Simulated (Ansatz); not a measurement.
Relaxed-ion elastic tensor of HgS (zinc blende, space group No. 216) in GPa (Voigt order), DFT-PBEsol in the program Ansatz with PAW potentials; density 7.62 g/cm³, 25.36 Å³ per atom.

```
71.3  54.8  54.8   0.0   0.0   0.0
54.8  71.3  54.8   0.0   0.0   0.0
54.8  54.8  71.3   0.0   0.0   0.0
 0.0   0.0   0.0  24.5   0.0   0.0
 0.0   0.0   0.0   0.0  24.5   0.0
 0.0   0.0   0.0   0.0   0.0  24.5
```

Q: Is the crystal mechanically stable?

A: Yes: the smallest eigenvalue of C is 16.5 GPa.

Q: Work out the Voigt, Reuss and Hill averages.

A: K_V = 60.3, K_R = 60.3, K_H = 60.3; G_V = 18.0, G_R = 13.7, G_H = 15.8 GPa.

Q: Give Young's modulus, Poisson's ratio, Pugh's ratio and the universal anisotropy index.

A: E = 9KG/(3K + G) = 43.7 GPa; ν = 0.38; K/G = 3.81 (ductile by the Pugh limit of 1.75); A_U = 5G_V/G_R + K_V/K_R − 6 = 1.57.

Q: Estimate the sound speeds and the Debye temperature.

A: v_l = √((K + 4G/3)/ρ) = 3270 m/s, v_t = √(G/ρ) = 1440 m/s, mean 1630 m/s; Θ = (h/k)(3n/4πV)^(1/3) v_m = 165 K.

Q: Give the Zener ratio and Young's modulus along [100], [110] and [111].

A: A = 2C44/(C11 − C12) = 2.97; 1/E = S11 − 2(S11 − S12 − S44/2)Γ with Γ = 0, 1/4, 1/3 gives 23.6, 45.1, 64.7 GPa.

Q: Solve the Christoffel equation for the three sound speeds along [100], [110], [111].

A: Eigenvalues of C_ijkl n_j n_l equal ρv². In km/s, slowest first: [100] 1.79, 1.79, 3.06; [110] 1.04, 1.79, 3.39; [111] 1.34, 1.34, 3.49.

Space group F-43m (zinc blende). The PBEsol relaxation kept the symmetry of its start. As this level gives no gap, shear constants depend on the k-mesh and smearing (Fermi–Dirac, 0.1 eV here). Scalar-relativistic: spin–orbit coupling is off unless named, which matters more the heavier the elements.

Potentials: the later of the program's two PAW sets.
